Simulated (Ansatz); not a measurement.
Relaxed-ion elastic tensor of Be (hcp (Mg type), space group No. 194) in GPa (Voigt order), DFT-PBEsol in the program Ansatz with PAW potentials; density 1.91 g/cm³, 7.84 Å³ per atom.

|  | 1 | 2 | 3 | 4 | 5 | 6 |
|---|---|---|---|---|---|---|
| 1 | 320 | 27.3 | 10.0 | 0.0 | 0.0 | 0.0 |
| 2 | 27.3 | 320 | 10.0 | 0.0 | 0.0 | 0.0 |
| 3 | 10.0 | 10.0 | 385 | 0.0 | 0.0 | 0.0 |
| 4 | 0.0 | 0.0 | 0.0 | 168 | 0.0 | 0.0 |
| 5 | 0.0 | 0.0 | 0.0 | 0.0 | 168 | 0.0 |
| 6 | 0.0 | 0.0 | 0.0 | 0.0 | 0.0 | 146 |

### Question
Is the crystal mechanically stable?

### Answer
Yes: the smallest eigenvalue of C is 146 GPa.

### Question
Work out the Voigt, Reuss and Hill averages.

### Answer
K_V = 124, K_R = 124, K_H = 124; G_V = 161, G_R = 160, G_H = 161 GPa.

### Question
Give Young's modulus, Poisson's ratio, Pugh's ratio and the universal anisotropy index.

### Answer
E = 9KG/(3K + G) = 337 GPa; ν = 0.05; K/G = 0.77 (brittle by the Pugh limit of 1.75); A_U = 5G_V/G_R + K_V/K_R − 6 = 0.04.

### Question
Estimate the sound speeds and the Debye temperature.

### Answer
v_l = √((K + 4G/3)/ρ) = 13300 m/s, v_t = √(G/ρ) = 9180 m/s, mean 9990 m/s; Θ = (h/k)(3n/4πV)^(1/3) v_m = 1500 K.

### Question
Solve the Christoffel equation for the three sound speeds along x, y, z.

### Answer
Eigenvalues of C_ijkl n_j n_l equal ρv². In km/s, slowest first: x 8.75, 9.37, 12.94; y 8.75, 9.37, 12.94; z 9.37, 9.37, 14.20.

### Question
How much does each axis shrink under pressure?

### Answer
Linear compressibilities β_i = Σ_j S_ij (j = 1 to 3): x 2.8, y 2.8, z 2.5 per TPa.

Space group P6_3/mmc (hcp (Mg type)). Symmetry was held in the PBEsol relaxation. As this level gives no gap, shear constants depend on the k-mesh and smearing (Fermi–Dirac, 0.1 eV here).

Potentials: the later of the program's two PAW sets.
